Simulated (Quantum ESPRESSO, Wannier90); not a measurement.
## Tight-binding from DFT: SrTl (CsCl type)

Structure: Materials Project mp-2434, symmetrised, not relaxed again. COD (Crystallography Open Database) has an entry of this formula and space group (matched by these alone). Computed values, not measurements, from PBEsol: Quantum ESPRESSO (norm-conserving PseudoDojo potentials, cutoff 55 Ry, no spin polarisation, no spin-orbit coupling) on a Γ-centred 8×8×8 mesh, then Wannier90. Density: 10×10×10 mesh, cold smearing 0.01 Ry. Spin-orbit coupling is left out although heavy elements are present.

On the energy scale of pw.x, whose zero is arbitrary, the Fermi level lies at 8.80 eV.

Input w.win:

```
num_bands = 5
num_wann = 5
exclude_bands = 1-4,10-31
num_iter = 1000
conv_tol = 1.0e-6
conv_window = 4
write_hr = true
write_u_matrices = true
auto_projections = true
begin unit_cell_cart
ang
    4.0628500000    0.0000000000    0.0000000000
    0.0000000000    4.0628500000    0.0000000000
    0.0000000000    0.0000000000    4.0628500000
end unit_cell_cart
begin atoms_frac
Sr   0.0000000000  0.0000000000  0.0000000000
Tl   0.5000000000  0.5000000000  0.5000000000
end atoms_frac
mp_grid = 8 8 8
begin kpoints
0.0000000000 0.0000000000 0.0000000000
0.0000000000 0.0000000000 0.1250000000
0.0000000000 0.0000000000 0.2500000000
... (509 more lines: the 8x8x8 mesh through Gamma)
end kpoints
```

Input of pw2wannier90.x that gives the overlap and projection files (equivalent; here they were cut from one run over all bands):

```
&inputpp
  outdir = './out'
  prefix = 'pwscf'
  seedname = 'w'
  write_amn = .true.
  write_mmn = .true.
  atom_proj = .true.
  atom_proj_exclude = 1 2 3 4 5 11 12 13 14
/
```

Output w.wout (banner and timings cut):

```
                                    ------
                                    SYSTEM
                                    ------

                              Lattice Vectors (Ang)
                    a_1     4.062850   0.000000   0.000000
                    a_2     0.000000   4.062850   0.000000
                    a_3     0.000000   0.000000   4.062850

                   Unit Cell Volume:      67.06445  (Ang^3)

                        Reciprocal-Space Vectors (Ang^-1)
                    b_1     1.546497   0.000000   0.000000
                    b_2     0.000000   1.546497   0.000000
                    b_3     0.000000   0.000000   1.546497

 *----------------------------------------------------------------------------*
 |   Site       Fractional Coordinate          Cartesian Coordinate (Ang)     |
 +----------------------------------------------------------------------------+
 | sr   1   0.00000   0.00000   0.00000   |    0.00000   0.00000   0.00000    |
 | tl   1   0.50000   0.50000   0.50000   |    2.03143   2.03143   2.03143    |
 *----------------------------------------------------------------------------*
                                ------------
                                K-POINT GRID
                                ------------

             Grid size =  8 x  8 x  8      Total points =  512

 *---------------------------------- MAIN ------------------------------------*
 |  Number of Wannier Functions               :                 5             |
 |  Number of Objective Wannier Functions     :                 5             |
 |  Number of input Bloch states              :                 5             |
 |  Output verbosity (1=low, 5=high)          :                 1             |
 |  Timing Level (1=low, 5=high)              :                 1             |
 |  Optimisation (0=memory, 3=speed)          :                 3             |
 |  Length Unit                               :               Ang             |
 |  Post-processing setup (write *.nnkp)      :                 F             |
 |  Using Gamma-only branch of algorithms     :                 F             |
 *----------------------------------------------------------------------------*
 *------------------------------- WANNIERISE ---------------------------------*
 |  Total number of iterations                :              1000             |
 |  Number of CG steps before reset           :                 5             |
 |  Trial step length for line search         :             2.000             |
 |  Convergence tolerence                     :         0.100E-05             |
 |  Convergence window                        :                 4             |
 |  Iterations between writing output         :                 1             |
 |  Iterations between backing up to disk     :               100             |
 |  Write r^2_nm to file                      :                 F             |
 |  Write xyz WF centres to file              :                 F             |
 |  Write on-site energies <0n|H|0n> to file  :                 F             |
 |  Use guiding centre to control phases      :                 F             |
 |  Use phases for initial projections        :                 F             |
 *----------------------------------------------------------------------------*
 *-------------------------------- PLOTTING ----------------------------------*
 |  Plotting Hamiltonian in WF basis          :                 T             |
 *----------------------------------------------------------------------------*

       ... (k-mesh section left out)

 Starting a new Wannier90 calculation ...

 Reading overlaps from w.mmn

 Reading projections from w.amn

 *------------------------------- WANNIERISE ---------------------------------*
 +--------------------------------------------------------------------+<-- CONV
 | Iter  Delta Spread     RMS Gradient      Spread (Ang^2)            |<-- CONV
 +--------------------------------------------------------------------+<-- CONV

 ------------------------------------------------------------------------------
 Initial State
  WF centre and spread    1  (  2.031425,  2.031425,  2.031425 )     0.67360640
  WF centre and spread    2  (  2.031425,  2.031425,  2.031425 )     0.69088527
  WF centre and spread    3  (  2.031425,  2.031425,  2.031425 )     0.69088527
  WF centre and spread    4  (  2.031425,  2.031425,  2.031425 )     0.67360640
  WF centre and spread    5  (  2.031425,  2.031425,  2.031425 )     0.69088527
  Sum of centres and spreads ( 10.157125, 10.157125, 10.157125 )     3.41986859

      0     0.342E+01     0.0000000000        3.4198685933  <-- CONV
        O_D=      0.0000000 O_OD=      0.0008496 O_TOT=      3.4198686 <-- SPRD
 ------------------------------------------------------------------------------
      1    -0.638E-06     0.0004497107        3.4198679555  <-- CONV
        O_D=      0.0000000 O_OD=      0.0008490 O_TOT=      3.4198680 <-- SPRD
      2    -0.995E-07     0.0002247576        3.4198678559  <-- CONV
        O_D=      0.0000000 O_OD=      0.0008489 O_TOT=      3.4198679 <-- SPRD
      3    -0.555E-09     0.0000244754        3.4198678554  <-- CONV
        O_D=      0.0000000 O_OD=      0.0008489 O_TOT=      3.4198679 <-- SPRD
      4    -0.850E-10     0.0000099820        3.4198678553  <-- CONV
        O_D=      0.0000000 O_OD=      0.0008489 O_TOT=      3.4198679 <-- SPRD
             <<<     Delta < 1.000E-06  over  4 iterations     >>>
             <<< Wannierisation convergence criteria satisfied >>>
 Final State
  WF centre and spread    1  (  2.031425,  2.031425,  2.031425 )     0.67360658
  WF centre and spread    2  (  2.031425,  2.031425,  2.031425 )     0.69088486
  WF centre and spread    3  (  2.031425,  2.031425,  2.031425 )     0.69088486
  WF centre and spread    4  (  2.031425,  2.031425,  2.031425 )     0.67360670
  WF centre and spread    5  (  2.031425,  2.031425,  2.031425 )     0.69088486
  Sum of centres and spreads ( 10.157125, 10.157125, 10.157125 )     3.41986786

         Spreads (Ang^2)       Omega I      =     3.419018944
        ================       Omega D      =     0.000000000
                               Omega OD     =     0.000848912
    Final Spread (Ang^2)       Omega Total  =     3.419867855
```
